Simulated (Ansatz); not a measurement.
# Equation of state of Sr5Al9

A database entry relaxed whole under r2SCAN (R-3m):

```xyz
14
Lattice="2.9247 1.6886 11.9100 -2.9247 1.6886 11.9100 0.0000 -3.3772 11.9100" Properties=species:S:1:pos:R:3 pbc="T T T"
Sr    0.0000    0.0000   11.3231
Sr    0.0000    0.0000   24.4070
Sr    0.0000    0.0000   17.8651
Sr    0.0000    0.0000    7.7434
Sr    0.0000    0.0000   27.9867
Al    0.0000    0.0000    4.4242
Al    0.0000    0.0000   31.3059
Al    0.0000    0.0000    0.0000
Al   -1.4308    0.8260   14.2564
Al    0.0000   -1.6521   14.2564
Al    1.4308    0.8260   14.2564
Al    1.4308   -0.8260   21.4737
Al   -1.4308   -0.8260   21.4737
Al    0.0000    1.6521   21.4737
```

The cell was scaled uniformly, its shape held, and the atoms relaxed at each volume with plane-wave PAW DFT (Ansatz 0.2.0; r2SCAN, 500 eV, 7×7×7 Γ-centred mesh, fermi-dirac occupations of width 0.100 eV; no spin, no spin-orbit coupling). One row is withheld.

| volume (Å³/atom) | energy over the lowest (meV/atom) | pressure (GPa) |
| --- | --- | --- |
| 23.696 | 15.0 | 3.27 |
| 24.201 | 6.5 | 2.08 |
| 24.705 | 1.7 | 1.01 |
| 25.209 | 0.0 | 0.04 |
| 25.713 | ? | ? |
| 26.217 | 5.1 | -1.62 |
| 26.721 | 11.3 | -2.32 |

**Question.** Fit the pressures of the other rows to the third-order Birch-Murnaghan form.

**Answer.** With f = [(V₀/V)^(2/3) − 1]/2 and P = 3B₀f(1 + 2f)^(5/2)[1 + 3(B₀′ − 4)f/2], least squares gives V₀ = 25.23 Å³ an atom, B₀ = 45.7 GPa and B₀′ = 4.2; the rows miss the fit by less than 0.01 GPa. The slope of the energies differs from these pressures by less than 0.05 GPa.

**Question.** What does the withheld row hold?

**Answer.** The fit gives -0.83 GPa at 25.713 Å³; the run gave -0.83 GPa and 1.2 meV an atom.

Caveats: the shape of the cell was held, so B₀ is an upper bound where the axes differ in stiffness; 0 K, fixed nuclei; the symmetry was kept, and this need not be the phase that is stable at 0 K; one mesh for all volumes; pressure is positive in compression.
